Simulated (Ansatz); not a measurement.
Input, command and steps of an Ansatz relaxation.

```yaml
crystal:
  lattice:
    - [6.4699940245, -1.9173939159, 0.0008303254]
    - [0.0, -7.6695756635, 0.0]
    - [-0.3485784582, -1.9173939159, -7.7420016004]
  atoms:
    - { symbol: "Y", position: [0.8698938662, 0.9413031612, 0.3514094209] }
    - { symbol: "Y", position: [0.8707659611, 0.445923096, 0.3497900465] }
    - { symbol: "Y", position: [0.1241987807, 0.0547399609, 0.6514750318] }
    - { symbol: "Y", position: [0.129025389, 0.5555481731, 0.6463197224] }
    - { symbol: "Y", position: [0.7298102852, 0.8547028132, 0.8520171581] }
    - { symbol: "Y", position: [0.7283778513, 0.356574664, 0.8526914571] }
    - { symbol: "Y", position: [0.2738794354, 0.1396550216, 0.1478630147] }
    - { symbol: "Y", position: [0.2752870414, 0.6446244907, 0.1474916452] }
    - { symbol: S, position: [0.0068609094, 0.9976956794, 0.9970075356] }
    - { symbol: "N", position: [0.9986045845, 0.4990374482, 0.003605149] }
    - { symbol: S, position: [0.5613611042, 0.3029618006, 0.2193127483] }
    - { symbol: "N", position: [0.560840096, 0.8047729476, 0.2131598222] }
    - { symbol: S, position: [0.4406011201, 0.6930501933, 0.7878200904] }
    - { symbol: S, position: [0.435852675, 0.1972197311, 0.784388673] }
    - { symbol: S, position: [0.9207638033, 0.863186148, 0.6372517621] }
    - { symbol: S, position: [0.9269628357, 0.3581570869, 0.6380093305] }
    - { symbol: "N", position: [0.0775365554, 0.1387003642, 0.3616875468] }
    - { symbol: "N", position: [0.0712882375, 0.642650951, 0.3604288422] }
  symmetry: { detect: false }
basis:
  ecutwfc: 420
kpoints:
  mp_grid: { grid: [2, 2, 2], shift: [0.5, 0.5, 0.5] }
hamiltonian:
  xc: pbe
scf:
  occupations: { method: gaussian, width: 0.1 }
  lower_state_search: "off"
output:
  forces: true
  stress: true
  eigenvalues: true
relax:
  adjacent_minimum: "off"
  f_tol: 0.04
  max_steps: 50
  cell: { stress_tol: 0.3 }
```

```bash
ansatz run input.yaml --threads 4 --pin off --max-ram 9216MiB --backend cpu --events-out ev --progress --plain --runs-dir out
```

Theory: DFT PBE, scalar-relativistic, plane waves, PAW (Ansatz 0.2.0).

Of 10 frames 10 are shown, positions in Å and forces in eV/Å; the SCF threshold varies from step to step. Steps run on the plane waves of an earlier cell, with a Pulay correction in the pressure. The basis is chosen afresh for the last frame, the zero of the energies, and can be on the way; energy and pressure step there, also at an unchanged geometry.

```xyz
18
Lattice="6.4700 -1.9174 0.0008 0.0000 -7.6696 0.0000 -0.3486 -1.9174 -7.7420" Properties=species:S:1:pos:R:3:forces:R:3 pbc="T T T" step=1 free_energy_over_end_meV_per_atom=701.64 pressure_GPa=9.36
Y     5.5057   -9.5611   -2.7199   -1.5970    0.7010    8.1660
Y     5.5119   -5.7603   -2.7074   -1.3230   -0.6570    9.1020
Y     0.5765   -1.9071   -5.0436    6.5520    0.0020   -0.0700
Y     0.6095   -5.7475   -5.0037    5.4530   -0.6450   -1.7420
Y     4.4249   -9.5882   -6.5957   -5.6820    1.2840  -10.1230
Y     4.4154   -5.7663   -6.6009   -4.5630   -1.2440   -8.3710
Y     1.7205   -1.8797   -1.1445    1.1060    0.1990    0.5640
Y     1.7297   -5.7546   -1.1417    0.9470   -0.2710    0.5070
S    -0.3031   -9.5767   -7.7188   -0.4910   -0.0790    0.3200
N     6.4597   -5.7490   -0.0271   -0.2970    0.0890    0.9060
S     3.5556   -3.8204   -1.6975    0.2920    0.0410   -0.0850
N     3.5543   -7.6563   -1.6498   -0.7630   -0.1160    0.4630
S     2.5761   -7.6708   -6.0989   -0.4220    0.0370    0.5170
S     2.5465   -3.8523   -6.0724   -0.0590    0.0490    0.4310
S     5.7352   -9.6076   -4.9328    1.5400    0.6120    1.5650
S     5.7750   -5.7476   -4.9387    0.6890   -0.0550    1.0970
N     0.3756   -1.9059   -2.8001   -0.9140    0.1110   -1.7110
N     0.3356   -5.7566   -2.7904   -0.4690   -0.0580   -1.5360
18
Lattice="6.4847 -1.9256 0.0411 0.0003 -7.7012 -0.0007 -0.3977 -1.9260 -7.8004" Properties=species:S:1:pos:R:3:forces:R:3 pbc="T T T" step=2 free_energy_over_end_meV_per_atom=340.55 pressure_GPa=2.42
Y     5.4713   -9.5848   -2.5598   -0.5810    0.7610    3.6390
Y     5.4854   -5.8001   -2.5238   -0.0880   -0.7340    4.7870
Y     0.6752   -1.9145   -5.0753    3.5240   -0.0620    0.7640
Y     0.6902   -5.7803   -5.0711    2.7860   -0.1980   -0.6620
Y     4.3125   -9.5982   -6.7934   -1.5390    1.0410   -5.3150
Y     4.3208   -5.8200   -6.7676   -0.8760   -1.0440   -4.1130
Y     1.7331   -1.8829   -1.1414    0.3080    0.3500   -0.0290
Y     1.7408   -5.7852   -1.1378    0.2200   -0.4230   -0.0750
S    -0.3624   -9.6190   -7.7672   -0.2290   -0.0650    0.1220
N     6.4680   -5.7707    0.0366   -0.5970    0.0600    0.2010
S     3.5581   -3.8356   -1.6898    0.1260    0.0200    0.1020
N     3.5321   -7.6912   -1.6283   -0.4300   -0.0780    0.9760
S     2.5328   -7.7020   -6.1174   -0.2480    0.0430    0.2120
S     2.5158   -3.8678   -6.0934    0.1930    0.0490    0.0710
S     5.7149   -9.6398   -4.9213   -1.2250    0.1740   -0.0340
S     5.7479   -5.7740   -4.9204   -1.3900    0.0620    0.2930
N     0.3449   -1.9111   -2.8442   -0.1320    0.1210   -0.4980
N     0.3166   -5.7824   -2.8385    0.1770   -0.0780   -0.4400
18
Lattice="6.3911 -1.9024 0.0814 -0.0019 -7.6161 0.0016 -0.4407 -1.9025 -7.9092" Properties=species:S:1:pos:R:3:forces:R:3 pbc="T T T" step=3 free_energy_over_end_meV_per_atom=171.98 pressure_GPa=2.14
Y     5.4074   -9.4555   -2.5213   -0.3390    0.3690    2.5330
Y     5.4812   -5.7563   -2.3774    0.0420   -0.3210    3.4420
Y     0.6083   -1.8895   -5.1053    2.8860   -0.1710    0.5420
Y     0.6194   -5.7045   -5.1110    2.4560   -0.0310   -0.4390
Y     4.2123   -9.4245   -7.0506   -0.8970    0.8500   -4.1020
Y     4.2631   -5.8187   -6.9440   -0.1380   -0.9380   -3.0190
Y     1.7640   -1.8175   -1.1653    0.4810    0.3240    0.2060
Y     1.8122   -5.8113   -1.1800    0.5320   -0.5170    0.0790
S    -0.3919   -9.5144   -7.8893   -0.0520   -0.0290    0.1470
N     6.1828   -5.6793    0.0392   -0.7630    0.1260    0.2510
S     3.5412   -3.7946   -1.6826   -0.1040    0.0180    0.0260
N     3.5194   -7.6065   -1.4734   -0.5520    0.0190    0.7060
S     2.4067   -7.6054   -6.2180   -0.3430    0.0390    0.1010
S     2.4421   -3.8262   -6.2181   -0.1230    0.0320    0.0080
S     5.4510   -9.5180   -4.9595   -1.5020    0.0580    0.1110
S     5.4829   -5.7024   -4.8651   -1.7290    0.1030    0.2700
N     0.3723   -1.8681   -2.8662   -0.0330    0.1740   -0.4130
N     0.3720   -5.7386   -2.8613    0.1760   -0.1040   -0.4500
18
Lattice="6.3521 -1.8933 0.1322 -0.0026 -7.5818 0.0048 -0.4986 -1.8907 -7.9428" Properties=species:S:1:pos:R:3:forces:R:3 pbc="T T T" step=4 free_energy_over_end_meV_per_atom=56.24 pressure_GPa=1.67
Y     5.3632   -9.4020   -2.4153   -0.0240    0.1750    0.7510
Y     5.4758   -5.7343   -2.2033    0.2700   -0.0700    0.9720
Y     0.6117   -1.8834   -5.0697    1.6270   -0.2310    0.3570
Y     0.5978   -5.6724   -5.1182    1.3740    0.1160   -0.0480
Y     4.1345   -9.3246   -7.2328   -0.5240    0.1830   -1.5830
Y     4.2244   -5.8525   -7.0745    0.0650   -0.2100   -0.8810
Y     1.7732   -1.7800   -1.1491    0.4780    0.2960    0.2220
Y     1.8361   -5.8352   -1.1780    0.4110   -0.3810    0.0070
S    -0.4377   -9.4694   -7.9089    0.0370    0.0240    0.0220
N     6.0582   -5.6386    0.0845   -0.4710   -0.0330   -0.1830
S     3.4998   -3.7769   -1.6645   -0.0920   -0.0410   -0.0470
N     3.4573   -7.5644   -1.3804   -0.2620    0.0030    0.4220
S     2.3284   -7.5631   -6.2309   -0.2410    0.0020   -0.1810
S     2.3942   -3.8115   -6.2473   -0.2710    0.0480   -0.1830
S     5.2847   -9.4760   -4.9430   -1.2140    0.0190    0.1050
S     5.3105   -5.6673   -4.7966   -1.4310    0.0460    0.0010
N     0.3735   -1.8436   -2.8652    0.0820    0.1460    0.2050
N     0.3832   -5.7218   -2.8702    0.1860   -0.0920    0.0420
18
Lattice="6.2718 -1.8880 0.2438 -0.0161 -7.6063 0.0094 -0.6300 -1.8928 -8.1652" Properties=species:S:1:pos:R:3:forces:R:3 pbc="T T T" step=5 free_energy_over_end_meV_per_atom=5.84 pressure_GPa=0.01
Y     5.3173   -9.4038   -2.3194   -0.1250    0.0040   -0.0140
Y     5.5157   -5.7024   -2.1196    0.0360    0.1380    0.1490
Y     0.5204   -1.8833   -5.1301    0.4060   -0.0720    0.2540
Y     0.5212   -5.6765   -5.1591    0.2980    0.0320    0.0610
Y     3.9080   -9.3474   -7.4558    0.0390    0.1690   -0.1920
Y     4.0326   -5.8686   -7.2571    0.2480   -0.2120   -0.0810
Y     1.8244   -1.7392   -1.1247    0.2610   -0.0020    0.1140
Y     1.8761   -5.9072   -1.2003    0.1660   -0.0610    0.0480
S    -0.5813   -9.4932   -8.1353   -0.0020    0.0490    0.0820
N     5.8767   -5.6751    0.1050   -0.2740    0.0650    0.0260
S     3.4713   -3.7889   -1.6320   -0.0340   -0.0870    0.0180
N     3.3844   -7.6527   -1.2950   -0.0800    0.0210    0.1290
S     2.0631   -7.5699   -6.5099   -0.1950   -0.0230   -0.0230
S     2.1431   -3.8170   -6.4861   -0.1960    0.0360   -0.0080
S     4.9406   -9.4638   -4.9184   -0.2200   -0.0120    0.0870
S     4.9677   -5.6750   -4.7858   -0.3270    0.0130   -0.0330
N     0.4252   -1.8131   -2.8853   -0.0810    0.0040   -0.3480
N     0.4272   -5.7442   -2.9075    0.0790   -0.0610   -0.2700
18
Lattice="6.2636 -1.8621 0.3413 -0.0587 -7.6465 0.0224 -0.7536 -1.8917 -8.0993" Properties=species:S:1:pos:R:3:forces:R:3 pbc="T T T" step=6 free_energy_over_end_meV_per_atom=3.11 pressure_GPa=0.19
Y     5.1794   -9.3199   -2.1496    0.1390   -0.1170   -0.1750
Y     5.5910   -5.6352   -1.9829   -0.0730    0.0250   -0.1390
Y     0.4347   -1.8541   -5.0709    0.0660   -0.0490    0.1010
Y     0.3352   -5.6863   -5.1699    0.0400    0.0290    0.0920
Y     3.7537   -9.3474   -7.2951   -0.0010    0.0680    0.0880
Y     3.9038   -5.8694   -7.0885   -0.0960    0.1380    0.1680
Y     1.8444   -1.7583   -1.0672   -0.0420   -0.0120    0.0350
Y     1.9266   -6.0149   -1.2892   -0.0240   -0.0670    0.1150
S    -0.7291   -9.5144   -8.0443    0.0250    0.0070   -0.0600
N     5.7991   -5.6703    0.2593    0.0780   -0.0560   -0.1030
S     3.4697   -3.8298   -1.5003   -0.0360   -0.0290   -0.1430
N     3.3958   -7.8025   -1.2391   -0.0160    0.1480    0.0980
S     1.8521   -7.5698   -6.4889   -0.0430   -0.0800   -0.0730
S     1.9519   -3.7940   -6.3714    0.0880   -0.0390   -0.1630
S     4.7138   -9.4669   -4.7279   -0.0420   -0.0100   -0.0110
S     4.7874   -5.6124   -4.6018   -0.1180   -0.0180    0.0740
N     0.4417   -1.8335   -2.8668   -0.0470    0.0630    0.1040
N     0.3917   -5.7806   -2.9279    0.1040   -0.0010   -0.0090
18
Lattice="6.2577 -1.8832 0.3090 -0.0332 -7.6448 0.0229 -0.7077 -1.8896 -8.1308" Properties=species:S:1:pos:R:3:forces:R:3 pbc="T T T" step=7 free_energy_over_end_meV_per_atom=1.47 pressure_GPa=0.17
Y     5.2482   -9.3846   -2.2165   -0.0040    0.0030   -0.0070
Y     5.5553   -5.6690   -2.0345    0.0030   -0.0540    0.0350
Y     0.4728   -1.8863   -5.0713    0.1740    0.0500   -0.0900
Y     0.4246   -5.6788   -5.1515    0.1100   -0.0750   -0.0020
Y     3.8145   -9.3480   -7.3582    0.0360   -0.0360    0.0140
Y     3.9347   -5.8860   -7.1584    0.0620    0.0730    0.0530
Y     1.8391   -1.7464   -1.0816    0.0740   -0.0260    0.1060
Y     1.9178   -5.9930   -1.2400   -0.0160    0.0010    0.0840
S    -0.6773   -9.5164   -8.0784    0.0430   -0.0110   -0.0520
N     5.8087   -5.6837    0.1932   -0.0240    0.0570   -0.0220
S     3.4578   -3.8206   -1.5623    0.0040   -0.0350   -0.0380
N     3.3947   -7.7505   -1.2355   -0.0350    0.0120   -0.0560
S     1.9098   -7.5922   -6.5021   -0.0090    0.0140   -0.0380
S     2.0287   -3.8032   -6.4316   -0.0890   -0.0350   -0.0230
S     4.8183   -9.4918   -4.8052   -0.1000   -0.0030    0.1120
S     4.8328   -5.6621   -4.6706   -0.1040    0.0090    0.0560
N     0.4368   -1.8260   -2.8674   -0.1020    0.0580   -0.0620
N     0.4287   -5.7763   -2.9198   -0.0230   -0.0050   -0.0710
18
Lattice="6.2706 -1.8848 0.2998 -0.0336 -7.6525 0.0260 -0.6966 -1.8884 -8.1093" Properties=species:S:1:pos:R:3:forces:R:3 pbc="T T T" step=8 free_energy_over_end_meV_per_atom=0.86 pressure_GPa=-0.01
Y     5.2711   -9.4018   -2.2147    0.0030   -0.0190    0.0000
Y     5.5727   -5.6759   -2.0342    0.0080    0.0100   -0.0020
Y     0.5031   -1.8810   -5.0700   -0.0660   -0.0130    0.0210
Y     0.4277   -5.6940   -5.1424   -0.0280    0.0080    0.0180
Y     3.8385   -9.3536   -7.3407    0.0400    0.0060    0.0090
Y     3.9650   -5.8755   -7.1381    0.0100   -0.0080   -0.0050
Y     1.8603   -1.7446   -1.0802    0.0070   -0.0280    0.0080
Y     1.9246   -5.9978   -1.2269    0.0100    0.0130   -0.0140
S    -0.6544   -9.5212   -8.0514   -0.0030    0.0000   -0.0010
N     5.8114   -5.6856    0.1935   -0.0010    0.0120    0.0220
S     3.4678   -3.8279   -1.5728   -0.0010   -0.0010    0.0020
N     3.3998   -7.7546   -1.2346   -0.0340    0.0140   -0.0130
S     1.9292   -7.5903   -6.4922   -0.0200   -0.0080    0.0020
S     2.0242   -3.8164   -6.4299   -0.0180    0.0040    0.0080
S     4.8148   -9.5087   -4.7852    0.0170   -0.0070   -0.0010
S     4.8395   -5.6624   -4.6534    0.0470    0.0140   -0.0080
N     0.4322   -1.8178   -2.8654    0.0180    0.0110   -0.0230
N     0.4305   -5.7827   -2.9139    0.0090   -0.0090   -0.0220
18
Lattice="6.2653 -1.8850 0.2990 -0.0337 -7.6536 0.0263 -0.6953 -1.8884 -8.1131" Properties=species:S:1:pos:R:3:forces:R:3 pbc="T T T" step=9 free_energy_over_end_meV_per_atom=0.81 pressure_GPa=0.01
Y     5.2687   -9.4056   -2.2165    0.0020   -0.0020    0.0010
Y     5.5734   -5.6747   -2.0358   -0.0010    0.0010    0.0050
Y     0.4946   -1.8813   -5.0730    0.0060    0.0030   -0.0030
Y     0.4251   -5.6950   -5.1445    0.0020   -0.0020    0.0010
Y     3.8410   -9.3526   -7.3446   -0.0060   -0.0010    0.0010
Y     3.9621   -5.8761   -7.1408   -0.0090    0.0010   -0.0040
Y     1.8593   -1.7483   -1.0769    0.0050    0.0060    0.0040
Y     1.9264   -5.9996   -1.2301   -0.0060   -0.0040   -0.0010
S    -0.6540   -9.5225   -8.0569   -0.0040   -0.0010    0.0030
N     5.8107   -5.6830    0.1947   -0.0030    0.0040   -0.0040
S     3.4668   -3.8291   -1.5731    0.0060   -0.0040   -0.0010
N     3.3931   -7.7560   -1.2341    0.0050    0.0020   -0.0020
S     1.9232   -7.5928   -6.4986    0.0050    0.0010    0.0000
S     2.0201   -3.8155   -6.4309   -0.0020   -0.0020   -0.0020
S     4.8067   -9.5096   -4.7870    0.0040    0.0000    0.0010
S     4.8380   -5.6617   -4.6561    0.0010    0.0010    0.0070
N     0.4345   -1.8159   -2.8684   -0.0010   -0.0070   -0.0030
N     0.4319   -5.7849   -2.9180   -0.0050    0.0040   -0.0030
18
Lattice="6.2653 -1.8850 0.2990 -0.0337 -7.6536 0.0263 -0.6953 -1.8884 -8.1131" Properties=species:S:1:pos:R:3:forces:R:3 pbc="T T T" step=10 free_energy_over_end_meV_per_atom=0.00 pressure_GPa=0.06
Y     5.2687   -9.4056   -2.2165    0.0020   -0.0020    0.0010
Y     5.5734   -5.6747   -2.0358   -0.0010    0.0010    0.0060
Y     0.4946   -1.8813   -5.0730    0.0070    0.0030   -0.0030
Y     0.4251   -5.6950   -5.1445    0.0030   -0.0020    0.0020
Y     3.8410   -9.3526   -7.3446   -0.0060   -0.0020    0.0000
Y     3.9621   -5.8761   -7.1408   -0.0100    0.0010   -0.0040
Y     1.8593   -1.7483   -1.0769    0.0040    0.0060    0.0040
Y     1.9264   -5.9996   -1.2301   -0.0060   -0.0040   -0.0020
S    -0.6540   -9.5225   -8.0569   -0.0040   -0.0010    0.0030
N     5.8107   -5.6830    0.1947   -0.0030    0.0040   -0.0050
S     3.4668   -3.8291   -1.5731    0.0060   -0.0040   -0.0010
N     3.3931   -7.7560   -1.2341    0.0060    0.0020   -0.0010
S     1.9232   -7.5928   -6.4986    0.0050    0.0010    0.0000
S     2.0201   -3.8155   -6.4309   -0.0020   -0.0020   -0.0020
S     4.8067   -9.5096   -4.7870    0.0040    0.0000    0.0010
S     4.8380   -5.6617   -4.6561    0.0010    0.0010    0.0070
N     0.4345   -1.8159   -2.8684    0.0000   -0.0070   -0.0030
N     0.4319   -5.7849   -2.9180   -0.0050    0.0040   -0.0030
```

Time: 55 s on 4 threads of Arm Neoverse V2 (shared host), peak memory 0.94 GiB.

The k mesh is coarse.